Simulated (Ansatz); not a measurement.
Ca: two-dimensional strain map

Level of theory: DFT LDA, scalar-relativistic, plane waves, PAW (Ansatz). Settings: plane waves to 420 eV, k-mesh 16×16×16 (Γ-centred), Gaussian smearing 0.15 eV. No spin polarisation. Energies are free energies at this smearing, counted from the undisturbed cell; pressure is positive in compression.

The starting cell (as given, not relaxed at this level; it stands at -2.5 GPa; this bcc form isn't the usual structure):

```
Ca
1.0
    -2.24000    2.24000    2.24000
     2.24000   -2.24000    2.24000
     2.24000    2.24000   -2.24000
Ca
1
Direct
  0.00000 0.00000 0.00000
```

The cell is strained by p along both x and y and by q along z, fractional coordinates fixed. Points are written (p, q).

Energy above the undisturbed cell in meV/atom (a dash: not computed):

```csv
p \ q,-0.050,-0.025,0.000,0.025,0.050
-0.050,-63.1,-59.0,-52.6,-44.4,?
-0.025,?,–,–,–,–
0.000,?,–,0.0,–,37.6
0.050,36.5,–,83.9,–,137.2
```

Problem. Fill in the withheld energies.

Solution. (-0.050, 0.050): -34.4; (-0.025, -0.050): -52.1; (0.000, -0.050): -31.2.